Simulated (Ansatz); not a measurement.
Input file for Ansatz (an electronic-structure program):

Ansatz 0.2 input:
```yaml
crystal:
  lattice:
    - [4.5516384114, 0.0, 0.0]
    - [-2.2758192057, 3.9418344931, 0.0]
    - [0.0, 0.0, 7.1768204268]
  atoms:
    - { symbol: Sb, position: [0.3333333333, 0.6666666667, 0.2241720944] }
    - { symbol: Sb, position: [0.6666666667, 0.3333333333, 0.7758279056] }
    - { symbol: Mg, position: [0.0, 0.0, 0.0] }
    - { symbol: Mg, position: [0.3333333333, 0.6666666667, 0.632649093] }
    - { symbol: Mg, position: [0.6666666667, 0.3333333333, 0.367350907] }
kpoints:
  mp_grid: { grid: [6, 6, 3] }
  band_path:
    path:
      - [[0.0, 0.0, 0.0], [0.5, 0.0, 0.0], [0.3333333333, 0.3333333333, 0.0], [0.0, 0.0, 0.0], [0.0, 0.0, 0.5], [0.5, 0.0, 0.5], [0.3333333333, 0.3333333333, 0.5], [0.0, 0.0, 0.5]]  # Γ-M-K-Γ-A-L-H-A
      - [[0.5, 0.0, 0.5], [0.5, 0.0, 0.0]]  # L-M
      - [[0.3333333333, 0.3333333333, 0.5], [0.3333333333, 0.3333333333, 0.0]]  # H-K
    npoints: 8
basis: { xc_grid: 2 }
hamiltonian:
  xc: pbesol
  pseudopotentials: { kind: paw }
magnetization: { noncollinear: true, spin_orbit: true }
scf:
  n_extra_bands: 12
  convergence: { dr2_threshold: 0.0000000001 }
  occupations: { method: gaussian, width: 0.05 }
output: { eigenvalues: true }
```

Output (shortened):

```
Pseudopotential: Sb, paw_fr, valence charge 15
Pseudopotential: Mg, paw_fr, valence charge 10
Functional definition: PBEsol
non-collinear run that drives no moment, with spin-orbit …
Crystal: 5 atoms, lattice volume = 128.765 Å³
Basis set: ecut = 420 eV, 2513 PW (Γ), exchange–correlation on 64×64×96 points (8 copies of the dense FFT grid, shifted against one another)
Bands: 72, of which v1, the nominal top of the filled ones, is band 60 counted from 1 (59 counted from 0)
Symmetry: 12 space group operations + 12 with time reversal
k-points: 17 of 108
Projection manifold: j_resolved (fully-relativistic pseudo-atomic orbitals)
SCF iter   1: F=—  HF=-18559.267248 eV  |F-HF|=—  |Δ(HF+E_count)|=         —  Δρ=2.90e-2  dr2=1.18e0  dr2_m=0.00e0 (ungated)  ethr=3.10e-3  |M|=0.00e0 ∫|m|=0.00e0 μB  |m|>n=0.0e0 m-floor=0.0e0 τ_xc=0.0e0  β_m=0.30  ⟨swp⟩=10.5  Hψ=3403  notcnv=0  defer=16
preconditioner: auto → Resta (q_TF=auto, 2.402 Å⁻¹)
spin=Noncollinear: Resta preconditioning applied to the charge; magnetization (m_x, m_y, m_z) channels mix plain (no charge-response kernel on spin).
SCF iter   2: F=—  HF=-18559.095487 eV  |F-HF|=—  |Δ(HF+E_count)|=   1.72e-1  Δρ=2.02e-2  dr2=5.42e-1  dr2_m=0.00e0 (ungated)  ethr=1.97e-3  |M|=0.00e0 ∫|m|=0.00e0 μB  |m|>n=0.0e0 m-floor=0.0e0 τ_xc=0.0e0  β_m=0.59  ⟨swp⟩=2.1  Hψ=769  notcnv=0  defer=92
SCF iter   3: F=—  HF=-18559.038600 eV  |F-HF|=—  |Δ(HF+E_count)|=   5.69e-2  Δρ=4.50e-3  dr2=4.22e-2  dr2_m=0.00e0 (ungated)  ethr=9.04e-4  |M|=0.00e0 ∫|m|=0.00e0 μB  |m|>n=0.0e0 m-floor=0.0e0 τ_xc=0.0e0  β_m=0.80  ⟨swp⟩=3.0  Hψ=973  notcnv=0  defer=92
SCF iter   4: F=—  HF=-18559.037464 eV  |F-HF|=—  |Δ(HF+E_count)|=   1.14e-3  Δρ=1.22e-3  dr2=7.24e-3  dr2_m=0.00e0 (ungated)  ethr=7.03e-5  |M|=0.00e0 ∫|m|=0.00e0 μB  |m|>n=0.0e0 m-floor=0.0e0 τ_xc=0.0e0  β_m=0.76  ⟨swp⟩=2.3  Hψ=760  notcnv=0  defer=92
SCF iter   5: F=—  HF=-18559.036394 eV  |F-HF|=—  |Δ(HF+E_count)|=   1.07e-3  Δρ=4.19e-4  dr2=3.40e-4  dr2_m=0.00e0 (ungated)  ethr=1.21e-5  |M|=0.00e0 ∫|m|=0.00e0 μB  |m|>n=0.0e0 m-floor=0.0e0 τ_xc=0.0e0  β_m=0.88  ⟨swp⟩=2.1  Hψ=711  notcnv=0  defer=92
SCF iter   6: F=—  HF=-18559.036458 eV  |F-HF|=—  |Δ(HF+E_count)|=   6.44e-5  Δρ=1.14e-4  dr2=3.60e-5  dr2_m=0.00e0 (ungated)  ethr=5.67e-7  |M|=0.00e0 ∫|m|=0.00e0 μB  |m|>n=0.0e0 m-floor=0.0e0 τ_xc=0.0e0  β_m=0.93  ⟨swp⟩=2.0  Hψ=853  notcnv=0  defer=92
SCF iter   7: F=—  HF=-18559.036473 eV  |F-HF|=—  |Δ(HF+E_count)|=   1.52e-5  Δρ=3.78e-5  dr2=6.72e-6  dr2_m=0.00e0 (ungated)  ethr=6.00e-8  |M|=0.00e0 ∫|m|=0.00e0 μB  |m|>n=0.0e0 m-floor=0.0e0 τ_xc=0.0e0  β_m=0.97  ⟨swp⟩=2.8  Hψ=1054  notcnv=0  defer=92
SCF iter   8: F=—  HF=-18559.036474 eV  |F-HF|=—  |Δ(HF+E_count)|=   3.57e-7  Δρ=1.02e-5  dr2=2.31e-7  dr2_m=0.00e0 (ungated)  ethr=1.12e-8  |M|=0.00e0 ∫|m|=0.00e0 μB  |m|>n=0.0e0 m-floor=0.0e0 τ_xc=0.0e0  β_m=0.97  ⟨swp⟩=2.0  Hψ=667  notcnv=0  defer=92
SCF iter  11: F=-18559.036539 eV  HF=-18559.036539 eV  |F-HF|=1.82e-11  |Δ(HF+E_count)|=  2.18e-11  Δρ=1.73e-7  dr2=2.95e-11  dr2_m=0.00e0 (ungated)  ethr=1.00e-12  |M|=0.00e0 ∫|m|=0.00e0 μB  |m|>n=0.0e0 m-floor=0.0e0 τ_xc=0.0e0  ⟨swp⟩=10.8  Hψ=2278  notcnv=0
SCF 1 converged in 11 iterations: F = -18559.036539 eV  dr2 = 2.95e-11
NSCF: frozen V_eff on 75 k-points
SCF converged after 11 iterations
Magnetization: |M| = 0.0000 μB,  M = (+0.0000, +0.0000, +0.0000) μB
Absolute magnetization: 0.0000 μB (∫|m|)
  site 0: m = (+0.0000, +0.0000, +0.0000) μB, |m| = 0.0000 μB  (R = 1.16 Å)
  site 1: m = (+0.0000, +0.0000, +0.0000) μB, |m| = 0.0000 μB  (R = 1.16 Å)
  site 2: m = (+0.0000, +0.0000, +0.0000) μB, |m| = 0.0000 μB  (R = 1.27 Å)
  site 3: m = (+0.0000, +0.0000, +0.0000) μB, |m| = 0.0000 μB  (R = 1.16 Å)
  site 4: m = (+0.0000, +0.0000, +0.0000) μB, |m| = 0.0000 μB  (R = 1.16 Å)
Free energy (F): -18559.036539 eV
Harris-Foulkes:  -18559.036539 eV  (|F-HF|=1.82e-11)
Internal energy: -18559.036007 eV  (E = F + TS)
E sigma→0 (E₀):  -18559.036273 eV
Entropy (-TS):   -0.000532 eV (-0.106 meV/atom)
Fermi energy:    7.613675 eV
--- Per-component energies (eV) ---
  E_band       = -1417.324491
  E_kinetic    = 644.944787
  E_local      = -8259.855361  (includes V_loc(G=0)·N_el)
  E_nonlocal   = 1019.618834
  E_hartree    = 3280.230057
  E_xc         = -361.739664
  E_vxc        = -305.775455  (∫ρ·V_xc dr)
  E_paw        = -9852.361837  (= ΣΔE_a)
  E_vpaw       = -1076.717524  (= ΣTr[D̂ρ^β])
  E_aug_tail   = -0.000010  (compensation charges beyond the density's cutoff)
  E_ewald      = -5030.720204
  E_core_change = 0.847390  (= ΣΔE_core)
  E_smearing   = -0.000532  (= −TS)
  E_closure    =  0.000000  (closes the sum)
  Σ components = -18559.036539   (vs F -18559.036539, Δ=0.00e0)
  [band-id]    e_kinetic+e_local+e_nonlocal+2·e_hartree+e_vxc+e_vpaw+e_augmentation_tail = -1417.324616   (vs E_band -1417.324491, Δ=-1.25e-4)
--- Band table (eV; the first three rows and the last of 17) ---
  k-point 0: bands = ["-69.1132", "-69.1132", "-68.4876", "-68.4876", "-68.4865", "-68.4865", "-36.2444", "-36.2444", "-35.9588", "-35.9588", "-35.9544", "-35.9544", "-35.6245", "-35.6245", "-35.6188", "-35.6188", "-35.3384", "-35.3384", "-35.3366", …
  k-point 1: bands = ["-69.1132", "-69.1132", "-68.4876", "-68.4876", "-68.4865", "-68.4865", "-36.2444", "-36.2444", "-35.9588", "-35.9588", "-35.9544", "-35.9544", "-35.6245", "-35.6245", "-35.6188", "-35.6188", "-35.3384", "-35.3384", "-35.3366", …
  k-point 2: bands = ["-69.1132", "-69.1132", "-68.4876", "-68.4876", "-68.4866", "-68.4866", "-36.2444", "-36.2444", "-35.9588", "-35.9588", "-35.9544", "-35.9544", "-35.6242", "-35.6242", "-35.6192", "-35.6192", "-35.3383", "-35.3383", "-35.3367", …
  k-point 16: bands = ["-69.1132", "-69.1132", "-68.4871", "-68.4871", "-68.4871", "-68.4871", "-36.2445", "-36.2445", "-35.9588", "-35.9588", "-35.9545", "-35.9545", "-35.6218", "-35.6218", "-35.6218", "-35.6218", "-35.3387", "-35.3387", "-35.3356", …
```

Cost: around 2.7 core-minutes (rough) on shared cores.

Space group P-3m1 (La2O3 or Ni2Al3 type). Symmetry was held in the PBEsol relaxation.

Potentials: the later of the program's two PAW sets.

Ansatz is a plane-wave DFT program.
